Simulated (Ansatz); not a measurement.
**Bands of YHg₂**

```
Y Hg
1.0
     4.77100    0.00000    0.00000
    -2.38550    4.13181    0.00000
     0.00000    0.00000    3.53600
Y Hg
1 2
Cartesian
  0.0000 0.0000 0.0000
  0.0000 2.7545 1.7680
  2.3855 1.3773 1.7680
```

Atoms are numbered in the order listed.

The cell is COD entry 1522355, as deposited and not checked against the literature; nothing was relaxed.

Spin polarisation is left out, and whether a magnetic state lies lower isn't shown here.

Spin–orbit coupling is left out, though it moves levels of the heavy atoms by tenths of an eV or more.

All numbers below come from Ansatz 0.2.0, DFT, PBEsol, all-electron LAPW, scalar-relativistic.

Numerical set-up: a Γ-centred 10×10×12 k mesh, Fermi–Dirac smearing of 0.03 eV, basis error target 1 meV/atom, no spin polarisation.

Points in fractions of the reciprocal vectors of this cell: Γ (0, 0, 0), M (0.5, 0, 0), K (0.333, 0.333, 0), A (0, 0, 0.5), L (0.5, 0, 0.5), H (0.333, 0.333, 0.5). The path runs Γ–M–K–Γ–A–L–H–A–L. Energies are in eV from the Fermi level; (×n) counts levels within 4 meV of each other, which need not be degenerate by symmetry.

(1) List the levels at Γ between -20 and 9.5 eV.

(2) List the levels at K between -20 and 9.5 eV.

(3) List the levels at A between -20 and 9.5 eV.

(4) What is the band gap?

## Answers

(1) -9.31, -8.12, -7.83 (×2), -7.64 (×2), -7.46 (×2), -7.22, -6.79 (×2), -0.84 (×2), -0.09, 0.71, 3.24 (×2), 4.47, 4.77 (×2), 6.75, 7.12 (×2).

(2) -8.84, -8.31 (×2), -7.78, -7.57 (×2), -7.28 (×2), -6.56, -5.98, -5.26 (×2), -3.40, 0.75, 2.10 (×2), 2.70 (×2), 8.10 (×2), 8.79, 9.26 (×2).

(3) -8.70, -8.14 (×2), -7.77 (×2), -7.62 (×2), -6.93 (×2), -6.33, -5.31, -3.62, 1.13 (×2), 2.31 (×2), 2.99, 3.25 (×2), 3.98, 5.41, 6.30, 8.85 (×2).

(4) none: with an odd electron count and no spin polarisation the bands can't all be full, a metal in this set-up (in compounds, spin order or a distortion in a larger cell can open a gap).
